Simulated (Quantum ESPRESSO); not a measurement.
Space group C2/m (No. 12); a = 8.7848 Å, b = 5.2644 Å, c = 5.9217 Å, α = γ = 90.00°, β = 103.20°

```tsv
atom	site	symmetry	x	y	z
C	4i	m	0.1640	0.5000	0.2493
O	4i	m	0.2882	0.5000	0.1674
O	8j	1	0.1015	0.2881	0.2918
Na	4i	m	0.3309	0.0000	0.2592
Na	2a	2/m	0.0000	0.0000	0.0000
Na	2c	2/m	0.5000	0.5000	0.5000
```
(The calculation used a cell of 12 atoms; values per cell refer to that cell.)

The geometry is that of Materials Project entry mp-3070, symmetrised and not relaxed again.

**Question.** What does PBEsol (Quantum ESPRESSO, PseudoDojo norm-conserving, 88 Ry, without SOC) give for the electronic structure near the Fermi level?

**Answer.** The PBEsol gap is indirect, 4.13 eV, from Z to Γ; the smallest direct gap is 4.18 eV.
